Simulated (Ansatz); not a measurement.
Given:

AlP:
```cif
data_AlP
_chemical_formula_sum 'P1 Al1'
_space_group_name_H-M_alt 'P 1'
_space_group_IT_number 1
_cell_length_a 3.89457
_cell_length_b 3.89457
_cell_length_c 3.89457
_cell_angle_alpha 60.000
_cell_angle_beta 60.000
_cell_angle_gamma 60.000
loop_
_space_group_symop_operation_xyz
  'x, y, z'
loop_
_atom_site_label
_atom_site_type_symbol
_atom_site_fract_x
_atom_site_fract_y
_atom_site_fract_z
_atom_site_occupancy
P1 P 0.75000 0.75000 0.75000 1
Al1 Al 0.00000 0.00000 0.00000 1
```

This is the PBE-relaxed structure.

Problem. All from PBE (plane waves, PAW; program Ansatz), unless another level is named. Give the electronic dielectric constant ε∞ (DFPT).

Solution. 8.10.

Problem. What about the static dielectric constant ε0 (ions relaxed, cell fixed)?

Solution. 10.4.

Problem. Predict the Bader charges.

Solution. P -2.09, Al +2.09 e.

Problem. And the largest static χ(2) component?

Solution. 45 pm/V.

Space group F-43m (zinc blende). The cell was relaxed with PBE under the symmetry of its start; phonons on a q-mesh show no instability.

Potentials: the later of the program's two PAW sets.
